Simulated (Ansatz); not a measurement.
Relax this structure to zero stress and force, keeping its symmetry:

```cif
data_structure
_symmetry_space_group_name_H-M 'I4/mmm'
_symmetry_Int_Tables_number 139
_cell_length_a 4.2795
_cell_length_b 4.2795
_cell_length_c 10.2097
_cell_angle_alpha 90.000
_cell_angle_beta 90.000
_cell_angle_gamma 90.000
_cell_volume 186.99
loop_
_atom_site_label
_atom_site_type_symbol
_atom_site_symmetry_multiplicity
_atom_site_Wyckoff_symbol
_atom_site_fract_x
_atom_site_fract_y
_atom_site_fract_z
_atom_site_occupancy
Y1 Y 2 a 0.00000 0.00000 0.00000 1
Si1 Si 4 e 0.00000 0.00000 0.38725 1
Au1 Au 4 d 0.50000 0.00000 0.25000 1
```

These are results of Ansatz, DFT PBEsol, scalar-relativistic, plane waves, PAW, not measurements.

Settings: cutoff 420 eV, Γ-centred mesh 12×12×12 on the computed 5-atom cell, Gaussian smearing of 0.10 eV; no spin polarisation.

What does it relax to?

The volume goes down by 0.69 Å³/atom to 18.01 Å³/atom, and the energy falls by 10.3 meV/atom. Final structure:
```
CELL_PARAMETERS angstrom
-2.10886 2.10886 5.06234
2.10886 -2.10886 5.06234
2.10886 2.10886 -5.06234
ATOMIC_POSITIONS crystal
Y 0.00000 0.00000 0.00000
Si 0.38707 0.38707 0.00000
Si 0.61293 0.61293 0.00000
Au 0.25000 0.75000 0.50000
Au 0.75000 0.25000 0.50000
```

Spin–orbit coupling is left out, which can shift energies with elements as heavy as these.